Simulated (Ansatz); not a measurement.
In PBE in the plane-wave PAW code Ansatz, Ga in the diamond structure (Fd-3m) relaxes to a = 5.878 Å. Ga has 4 nearest neighbours from 2.55 Å (tetrahedral).

Electronic character: metallic (no gap). Gap from PBE with spin–orbit coupling: none (metallic).

An equation-of-state fit gives a bulk modulus of 36.0 GPa.

The start of the workflow was typed in or built on a structure type; neither database checked (COD, Materials Project) lists it. It is not the phase usual at ambient conditions (space group No. 64). The cell was relaxed with PBE under the symmetry of its start; its stability against distortions is not shown here. The volume moved by -17 % from the start of the relaxation. Spin–orbit coupling is left out wherever it is not named.

Potentials: the later of the program's two PAW sets.
